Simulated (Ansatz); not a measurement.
Li₂Nb₄NiO₁₂:
```yaml
crystal:
  lattice:
    - [-5.14330, 0.00000, 0.00000]
    - [-2.58139, 2.14775, 8.48465]
    - [-2.56483, 4.89285, 0.00000]
  atoms:
    - { symbol: Li, position: [0.66856, 0.11463, 0.54355] }
    - { symbol: Li, position: [0.91651, 0.36043, 0.80587] }
    - { symbol: Nb, position: [0.74713, 0.76177, 0.74890], spin: 0.0 }
    - { symbol: Nb, position: [0.24604, 0.24136, 0.26148], spin: 0.0 }
    - { symbol: Nb, position: [0.50773, 0.50490, 0.49319], spin: 0.0 }
    - { symbol: Nb, position: [0.99545, 0.99668, 0.00309], spin: 0.0 }
    - { symbol: Ni, position: [0.19542, 0.59827, 0.01592], spin: 1.6 }
    - { symbol: O, position: [0.15532, 0.68550, 0.63584], spin: 0.0 }
    - { symbol: O, position: [0.66145, 0.19267, 0.11679], spin: 0.0 }
    - { symbol: O, position: [0.64053, 0.57138, 0.75067], spin: 0.0 }
    - { symbol: O, position: [0.13987, 0.07744, 0.22881], spin: 0.0 }
    - { symbol: O, position: [0.77548, 0.94919, 0.85309], spin: 0.0 }
    - { symbol: O, position: [0.27464, 0.45432, 0.35782], spin: 0.0 }
    - { symbol: O, position: [0.73979, 0.89072, 0.41560], spin: 0.0 }
    - { symbol: O, position: [0.21602, 0.39142, 0.92975], spin: 0.0 }
    - { symbol: O, position: [0.74565, 0.63384, 0.16919], spin: 0.0 }
    - { symbol: O, position: [0.21858, 0.14064, 0.67282], spin: 0.0 }
    - { symbol: O, position: [0.28057, 0.81172, 0.98351], spin: 0.0 }
    - { symbol: O, position: [0.78469, 0.31999, 0.49839], spin: 0.0 }
```

Relaxed with r²SCAN.

Map the spin density (μB/Å³) on the plane through (0.669, 0.115, 0.544) spanned by u = [0, 1, -1] and v = [-1, 1, 1] in lattice vectors, from DFT-r²SCAN in the program Ansatz with PAW potentials.

x is the fraction of u, y of v (the angle between them is 58°; rows are the nearest grid lines); atoms in the plane: Li at (0.00, 0.00), Li at (0.49, 0.75), Nb at (0.72, 0.93), Nb at (0.70, 0.42), Nb at (0.22, 0.17), Nb at (0.21, 0.67), Ni at (0.01, 0.48).
```
|0000000000000000000000000000000000000000|
|0000000000000000000000000000000000000000|
|0000000000000000000000000000000000000000|
|0000000000000000000000000000000000000000|
|0000000000000000000000000000000000000000|
|0000000000000000000000000000000000000000|
|0000000000000000000000000000000000000000|
|0000000000000000000000000000000000000000|
|0000000000000000000000000000000000000000|
|0000000000000000000000000000000000000000|
|0000000000000000000000000000000000000000|
|1000000000000000000000000000000000000101|
|9820000000000000000000000000000000000049|
|0000000000000000000000000000000000000000|
|0000000000000000000000000000000000000000|
|0000000000000000000000000000000000000000|
|0000000000000000000000000000000000000000|
|0000000000000000000000000000000000000000|
|0000000000000000000000000000000000000000|
|0000000000000000000000000000000000000000|
|0000000000000000000000000000000000000000|
|0000000000000000000000000000000000000000|
|0000000000000000000000000000000000000000|
|0000000000000000000000000000000000000000|
```
Scale: ten equal steps from -0.031 (start of '0') to 6.49 (end of '9'), in the order '0123456789'; x runs from 0.000 to 1.00, y from 0.000 (bottom) to 1.00 (top).

The density is the valence pseudo-density with augmentation charge, so density and ELF within about 1 Å of a nucleus are not all-electron values.

Space group P1. The start of the workflow was typed in or built on a structure type; neither database checked (COD, Materials Project) lists it. Its standing as an ambient phase is unchecked. Symmetry was held in the r²SCAN relaxation; its stability against distortions is not shown here. Magnetic state: ferromagnetic, the only order run, not a proven ground state. Other orbital occupations within this spin state were not tried. No Hubbard U is applied.

Potentials: the later of the program's two PAW sets.
